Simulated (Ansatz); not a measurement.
**Compressing YCu$_{5}$: a fit and a missing row**

YCu$_{5}$, P6/mmm, a = 4.956 Å, c = 4.024 Å. The structure is a COD entry; whether it is the stable form wasn't checked. Ansatz: PBEsol, PAW, 420 eV, Γ-centred 12×12×10 mesh on 6 atoms, Gaussian smearing 0.10 eV; no spin polarisation. Shape and atoms are relaxed at each volume; pressure is positive in compression.

```
V (Å³/atom) P (GPa)
     13.413        ?
     13.841     4.16
     14.269     0.02
     14.697    -3.48
     15.125    -6.44
```

**Question.** Take V0 = 14.269 Å³/atom, count pressures from its P0 = 0.02 GPa, fit the third-order Birch–Murnaghan form to the other rows, and predict the missing pressure.

**Answer.** With the Eulerian strain f = ½[(V0/V)^(2/3) − 1] and y = (P − P0)/[3f(1 + 2f)^(5/2)], the form is the line y = B0 + 1.5 B0 (B0′ − 4) f. Rows (f, y): 0.01026, 127.8; -0.00975, 125.7; -0.01905, 124.6. Means f = -0.006180, y = 126.03; Σ(Δf)² = 0.0004487, ΣΔfΔy = 0.04868; the slope is their ratio. y = 126.7 + 108.5 f GPa, so B0 = 126.7 GPa and B0′ = 4 + 2 × (108.5)/(3 × 126.7) = 4.57. At V = 13.413, f = 0.02105, y = 128.98 and P = 9.05 GPa. The run gave 9.08 GPa, so the fit is 0.03 GPa too low, a small miss on the scale of the series. The form still works here, 33 % of the fitted range beyond its end.